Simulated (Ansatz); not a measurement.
Free-standing chains of the atoms of Rh, named by their start (strip: triangular double chain, ladder: square double chain); atoms and period are relaxed, and energies count from relaxed bulk Rh (Fm-3m, 13.72 Å³/atom, gap on the mesh 0.00 eV).

All numbers below come from DFT r2SCAN, scalar-relativistic, plane waves, PAW (Ansatz).

Cutoff 500 eV; k points 1×1×25 on the computed 2-atom cell (Γ-centred); Gaussian smearing, width 0.05 eV; collinear spin from starting moments 1.5 1.5 μB.

Start (strip chain):

```
CELL_PARAMETERS angstrom
11.20000 0.00000 0.00000
0.00000 9.30000 0.00000
0.00000 0.00000 2.56334
ATOMIC_POSITIONS crystal
Rh 0.40284 0.50000 0.00000
Rh 0.59716 0.50000 0.50000
```

Relax it.

The free energy falls by 13 meV/atom.

- excess energy (eV per host atom): 2.661
- period (Å): 2.534
- gap on the mesh (eV): 0
- size of the moment (μB per cell): 2.89

Relaxed structure:
```
Rh
1.0
    11.20000    0.00000    0.00000
     0.00000    9.30000    0.00000
     0.00000    0.00000    2.53380
Rh
2
Direct
  0.40505 0.50000 0.00000
  0.59495 0.50000 0.50000
```

Each run keeps its start's symmetry and one magnetic start, so lower states can exist.

Time: 3.8 min on 2 threads of Intel(R) Xeon(R) Processor @ 2.70GHz, with other jobs on the host, peak memory 1.2 GiB.